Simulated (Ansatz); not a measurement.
A: CdSe (wurtzite), a = 4.3400 Å, b = 4.3400 Å, c = 7.0780 Å, α = 90.00°, β = 90.00°, γ = 120.00°
B: BaTiO₃ (tetragonal-perovskite type, space group P4mm), a = b = 3.972 Å, c = 4.113 Å, α = β = γ = 90.00°
C: WSi2 (MoSi2 type, space group I4/mmm), a = 3.2115 Å, b = 3.2115 Å, c = 7.8041 Å, α = 90.00°, β = 90.00°, γ = 90.00°
D: Ge2Sb2Te5 (Ge2Sb2Te5-Kooi type, space group P-3m1), a = b = 4.266 Å, c = 17.619 Å, α = β = 90.00°, γ = 120.00°
E: Os (hcp, Mg type), a = b = 2.7383 Å, c = 4.3159 Å, α = β = 90.00°, γ = 120.00°

Scan: energy against volume (even scaling of the relaxed cell, symmetry kept). One method and one kind of scan serve all of them; meshes and ranges differ. All were relaxed with their symmetry unable to fall. BaTiO3 is run without spin polarisation. Os is run without spin polarisation. Spin-orbit coupling is left out. WSi2 is run without spin polarisation.

Rank these by bulk modulus at fixed cell shape (fitted) (lowest first), as r2SCAN (plane waves to 500 eV, PAW, scalar-relativistic; Ansatz, an electronic-structure program) gives it.

D (29.3 GPa), A (51.4 GPa), B (144 GPa), C (234 GPa), E (428 GPa)

(Under strain, the slope of the energy per volume gives the stress and its curvature an elastic modulus.)
